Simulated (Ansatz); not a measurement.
One crystal and one scan (energy over volume and axial ratio) at two levels, PBE (plane waves to 420 eV, PAW, scalar-relativistic; Ansatz, an electronic-structure program) and PBEsol (plane waves to 420 eV, PAW, scalar-relativistic; Ansatz), each from its own relaxed cell and on its own mesh. The cell shown is that of PBE.

AgBr (rock salt)

```
AgBr
1.0
    0.00000     2.92043     2.92043
    2.92043     0.00000     2.92043
    2.92043     2.92043     0.00000
Br Ag
1 1
Cartesian
  0.00000   0.00000   0.00000
  2.92043   2.92043   2.92043
```

Two coordinates are scanned: the volume, and the ratio of the stretch along z (the conventional c axis) to the stretch across it. Atoms keep their fractional coordinates.

The energy includes the smearing's −TS. AgBr was relaxed with its symmetry unable to fall. Percentages come from the unrounded values. Both scans cover V/V₀ from 0.920 to 1.080 and (c/a)/(c/a)₀ from 0.960 to 1.040.

Results of PBE:

| Quantity | Value |
|---|---|
| Lattice constant a (Å) | 5.841 |
| Band gap of the relaxed cell, no spin-orbit coupling (eV) | 0.69 |
| Shear modulus C′ = (C11 − C12)/2 (fit, atoms clamped) (GPa) | 10.5 |

### Question
Estimate the PBEsol values.

### Answer
| quantity | PBEsol | PBE − PBEsol |
|---|---|---|
| Lattice constant a (Å) | 5.674 | +0.167 (+2.9 %) |
| Band gap of the relaxed cell, no spin-orbit coupling (eV) | 0.50 | +0.19 (+38 %) |
| Shear modulus C′ = (C11 − C12)/2 (fit, atoms clamped) (GPa) | 19.1 | -8.6 (-45 %) |

PBE gives the higher value for: lattice constant a; band gap of the relaxed cell, no spin-orbit coupling. PBE gives the lower value for: shear modulus C′. Neither level is exact: the differences show how much the result hangs on the functional.

(Under strain, the slope of the energy per volume gives the stress and its curvature an elastic modulus.)
